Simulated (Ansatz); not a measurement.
The relaxed structure here is a generated cell of Au: the first start was made by placing the elements on the sites of a structure type, and the end was not matched to a known phase here, so it may be hypothetical. Known forms of Au include space group No. 225.

One stationary structure of Au. Space group P6/mmm (No. 191), AFLOW prototype A_hP1_191_a (A_f, as in Sn). Computed with r2SCAN (plane waves to 500 eV, PAW, scalar-relativistic; Ansatz, a first-principles code).

```cif
data_Au
_chemical_formula_sum 'Au1'
_space_group_name_H-M_alt 'P6/mmm'
_space_group_IT_number 191
_space_group_name_Hall '-P 6 2'
_cell_length_a 2.79575
_cell_length_b 2.79575
_cell_length_c 2.77993
_cell_angle_alpha 90.000
_cell_angle_beta 90.000
_cell_angle_gamma 120.000
loop_
_atom_site_label
_atom_site_type_symbol
_atom_site_symmetry_multiplicity
_atom_site_Wyckoff_symbol
_atom_site_fract_x
_atom_site_fract_y
_atom_site_fract_z
_atom_site_occupancy
Au1 Au 1 a 0.00000 0.00000 0.00000 1
```

- Volume per atom = 18.82 Å³
- Band gap = no gap (metallic)
- Shortest distances = Au–Au 2.78 Å
- k-mesh = 19×19×17

No spin polarisation in the result.

The run could not lose the symmetry of its start: the end is stationary, and may be a saddle point rather than a minimum.

It was reached from a disturbed copy of a Pm-3m (No. 221) cell (simple cubic type), against which it lies -0.12 eV/atom.
